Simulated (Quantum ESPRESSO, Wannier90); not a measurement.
# Wannierisation of HfN (rock salt)

```
HfN
1.0
    0.00000     2.25586     2.25586
    2.25586     0.00000     2.25586
    2.25586     2.25586     0.00000
Hf N
1 1
Direct
  0.00000   0.00000   0.00000
  0.50000   0.50000   0.50000
```

Cell from Materials Project (mp-2828), symmetrised, no further relaxation. COD (Crystallography Open Database) has an entry of this formula and space group (matched by these alone). Method: PBEsol plane waves in Quantum ESPRESSO 7.5 (PseudoDojo norm-conserving files, 68 Ry, no spin polarisation, no spin-orbit coupling), Bloch states on a 12×12×12 mesh through Γ, Wannier90 4.0.1. Density: 12×12×12 mesh, cold smearing 0.01 Ry. Spin-orbit coupling is left out although heavy elements are present.

Base run: 8 functions from bands 6-22 of the 22 computed, start hydrogen-like Hf: d; N: p, frozen window up to 1.50 eV relative to the Fermi level, outer window open. One setting was then changed (edges relative to the Fermi level; misfit to pw.x on a path, for states up to 1.0 eV relative to the Fermi level).

```csv
run,Ω_I (Å²),rms misfit (meV),worst (meV)
base,10.88,2.8,18
changed,9.88,158,1087
```

### Question
Which change was made?
A. frozen window to -0.50 eV
B. outer window to 10.92 eV
C. only the lowest 10 of the kept bands
D. only the lowest 12 of the kept bands
E. no frozen window

### Answer
A, frozen window to -0.50 eV. The others give:

```
run                                   Ω_I (Å²)  rms misfit (meV)  worst (meV)
------------------------------------  --------  ----------------  -----------
no frozen window                          7.49              2348         4538
outer window to 10.92 eV                 12.39               1.7          9.0
only the lowest 10 of the kept bands     11.73               1.9           11
only the lowest 12 of the kept bands     11.15               2.2           15
```
